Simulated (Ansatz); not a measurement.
Thermal properties of VN$_{2}$ from its phonons

The calculation used Ansatz, DFT PBE, scalar-relativistic, plane waves, PAW. Plane waves to 420 eV; Γ-centred k mesh 12×12×12; Fermi-Dirac smearing of 0.15 eV. No spin polarisation. Phonons by linear response, acoustic sum rule imposed.

Equilibrium structure at this level:
```xyz
6
Lattice="-2.1513 2.1513 2.4946 2.1513 -2.1513 2.4946 2.1513 2.1513 -2.4946" Properties=species:S:1:pos:R:3 pbc="T T T"
V     0.0000    0.0000    1.2473
V     0.0000    0.0000    3.7419
N     2.6400    0.4887    0.0000
N     1.6626    0.4887    2.4946
N    -0.4887    1.6626    2.4946
N     0.4887    1.6626    0.0000
```

In a metal, frequencies and elastic constants depend on the k mesh and the smearing, soft modes and shear constants most. A semilocal functional can close a gap that the real compound has.

Force constants from linear response on a 4×4×4 q mesh, interpolated to a fine mesh.

Phonon density of states, in bins of 20 cm⁻¹:
bin centre (cm⁻¹), share of modes (%) and a bar:
```
       10        0.0
       30        0.0
       50        0.0
       70        0.1
       90        0.2 #
      110        0.3 #
      130        0.4 ##
      150        0.7 ###
      170        1.0 #####
      190        1.5 #######
      210        2.3 ###########
      230        4.1 ###################
      250        3.9 ###################
      270        5.1 ########################
      290        5.5 ##########################
      310        4.6 ######################
      330        4.1 ####################
      350        3.2 ###############
      370        1.5 #######
      390        1.1 #####
      410        1.4 #######
      430        2.0 ##########
      450        3.8 ##################
      470        2.5 ############
      490        2.2 ###########
      510        2.2 ##########
      530        1.5 #######
      550        1.9 #########
      570        5.5 ##########################
      590        4.1 ####################
      610        5.6 ###########################
      630        4.7 #######################
      650        1.4 #######
      670        2.9 ##############
      690        3.4 ################
      710        3.2 ###############
      730        0.7 ###
      750        0.2 #
      770        0.0
      790        0.0
      810        0.0
      830        0.0
      850        0.0
      870        0.0
      890        0.0
      910        0.0
      930        0.0
      950        0.6 ###
      970        3.8 ##################
      990        6.3 ##############################
     1010        0.4 ##
```

(1) Give the zero-point energy per atom.

(2) How large are the vibrational entropy and heat capacity at 300 K?

(3) Tabulate them against temperature.

## Answers

(1) 93.6 meV.

(2) S = 1.38 k_B and C_V = 1.90 k_B per atom, 63 % of the Dulong–Petit value.

(3)
```
T (K) F_vib (meV/atom) S (k_B/atom) C_V (k_B/atom)
  100              93.3          0.15            0.43
  200              89.7          0.73            1.30
  300              80.5          1.38            1.90
  400              66.0          1.98            2.26
  500              46.6          2.51            2.48
  600              22.9          2.98            2.62
  700              -4.6          3.39            2.71
  800             -35.4          3.75            2.77
  900             -69.2          4.08            2.82
 1000            -105.7          4.38            2.85
```

Cost: 1 run of about 3.5 core-hours, on Arm Neoverse V2 (shared hosts).